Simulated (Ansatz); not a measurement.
Geometry optimisation in Ansatz: input, command and trajectory.

```yaml
crystal:
  lattice:
    - [3.635035, -2.39502, 0.0]
    - [3.635035, 2.39502, 0.0]
    - [0.0, 0.0, 9.79344]
  atoms:
    - { symbol: I, position: [0.8507, 0.1493, 0.8844] }
    - { symbol: I, position: [0.3507, 0.6493, 0.6156] }
    - { symbol: I, position: [0.1493, 0.8507, 0.1156] }
    - { symbol: I, position: [0.6493, 0.3507, 0.3844] }
basis:
  ecutwfc: 420
kpoints:
  mp_grid: { grid: [8, 8, 4] }
hamiltonian:
  xc: pbe
  dispersion: d3bj
scf:
  occupations: { method: gaussian, width: 0.02 }
output:
  forces: true
  stress: true
  eigenvalues: true
relax:
  adjacent_minimum: "off"
  f_tol: 0.01
  max_steps: 40
```

```bash
ansatz run input.yaml --threads 1 --pin off --max-ram 2560MiB --backend cpu --events-out ev --progress --plain --runs-dir out
```

The calculation used Ansatz 0.2.0, DFT PBE+D3(BJ), scalar-relativistic, plane waves, PAW.

Of 4 frames 4 are shown, positions in Å and forces in eV/Å; the SCF threshold varies from step to step.

```xyz
4
Lattice="3.6350 -2.3950 0.0000 3.6350 2.3950 0.0000 0.0000 0.0000 9.7934" Properties=species:S:1:pos:R:3:forces:R:3 pbc="T T T" step=1 free_energy_over_end_meV_per_atom=24.17
I     3.6350   -1.6799    8.6613    0.0000    0.4145   -0.7637
I     3.6350    0.7152    6.0288    0.0000    0.4145    0.7637
I     3.6350    1.6799    1.1321    0.0000   -0.4145    0.7637
I     3.6350   -0.7152    3.7646    0.0000   -0.4145   -0.7637
4
Lattice="3.6350 -2.3950 0.0000 3.6350 2.3950 0.0000 0.0000 0.0000 9.7934" Properties=species:S:1:pos:R:3:forces:R:3 pbc="T T T" step=2 free_energy_over_end_meV_per_atom=1.13
I     3.6350   -1.6812    8.5855    0.0000    0.0264    0.0866
I     3.6350    0.7138    6.1047    0.0000    0.0264   -0.0866
I     3.6350    1.6812    1.2080    0.0000   -0.0264   -0.0866
I     3.6350   -0.7138    3.6887    0.0000   -0.0264    0.0866
4
Lattice="3.6350 -2.3950 0.0000 3.6350 2.3950 0.0000 0.0000 0.0000 9.7934" Properties=species:S:1:pos:R:3:forces:R:3 pbc="T T T" step=3 free_energy_over_end_meV_per_atom=0.04
I     3.6350   -1.6522    8.6043    0.0000   -0.0181    0.0149
I     3.6350    0.7428    6.0858    0.0000   -0.0181   -0.0149
I     3.6350    1.6522    1.1891    0.0000    0.0181   -0.0149
I     3.6350   -0.7428    3.7076    0.0000    0.0181    0.0149
4
Lattice="3.6350 -2.3950 0.0000 3.6350 2.3950 0.0000 0.0000 0.0000 9.7934" Properties=species:S:1:pos:R:3:forces:R:3 pbc="T T T" step=4 free_energy_over_end_meV_per_atom=0.00
I     3.6350   -1.6566    8.6038    0.0000   -0.0029    0.0048
I     3.6350    0.7384    6.0864    0.0000   -0.0029   -0.0048
I     3.6350    1.6566    1.1896    0.0000    0.0029   -0.0048
I     3.6350   -0.7384    3.7071    0.0000    0.0029    0.0048
```

It took 42 s on 1 thread of AMD EPYC 9R14 (Zen 4) (shared host), peak memory 0.62 GiB.